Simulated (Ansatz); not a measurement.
Relaxed-ion elastic tensor of FeS2 in space group Pnnm (No. 58; Fe on 2a, S on 4g) in GPa (Voigt order), the program Ansatz at the PBE level (PAW); density 4.90 g/cm³, 13.56 Å³ per atom.

```tsv
	1	2	3	4	5	6
1	287	35.3	105	0.0	0.0	0.0
2	35.3	396	43.2	0.0	0.0	0.0
3	105	43.2	303	0.0	0.0	0.0
4	0.0	0.0	0.0	96.5	0.0	0.0
5	0.0	0.0	0.0	0.0	145	0.0
6	0.0	0.0	0.0	0.0	0.0	142
```

Problem. Is the crystal mechanically stable?

Solution. Yes: the smallest eigenvalue of C is 96.5 GPa.

Problem. Work out the Voigt, Reuss and Hill averages.

Solution. K_V = 150, K_R = 150, K_H = 150; G_V = 130, G_R = 123, G_H = 126 GPa.

Problem. Give Young's modulus, Poisson's ratio, Pugh's ratio and the universal anisotropy index.

Solution. E = 9KG/(3K + G) = 296 GPa; ν = 0.17; K/G = 1.19 (brittle by the Pugh limit of 1.75); A_U = 5G_V/G_R + K_V/K_R − 6 = 0.29.

Problem. Estimate the sound speeds and the Debye temperature.

Solution. v_l = √((K + 4G/3)/ρ) = 8070 m/s, v_t = √(G/ρ) = 5080 m/s, mean 5590 m/s; Θ = (h/k)(3n/4πV)^(1/3) v_m = 698 K.

Problem. Solve the Christoffel equation for the three sound speeds along x, y, z.

Solution. Eigenvalues of C_ijkl n_j n_l equal ρv². In km/s, slowest first: x 5.38, 5.44, 7.65; y 4.44, 5.38, 8.99; z 4.44, 5.44, 7.87.

Problem. How much does each axis shrink under pressure?

Solution. Linear compressibilities β_i = Σ_j S_ij (j = 1 to 3): x 2.4, y 2.1, z 2.2 per TPa.

Symmetry was held in the PBE relaxation; phonons on a q-mesh show no instability. The workflow began spin-polarised and lost its moments.

Potentials: the later of the program's two PAW sets.
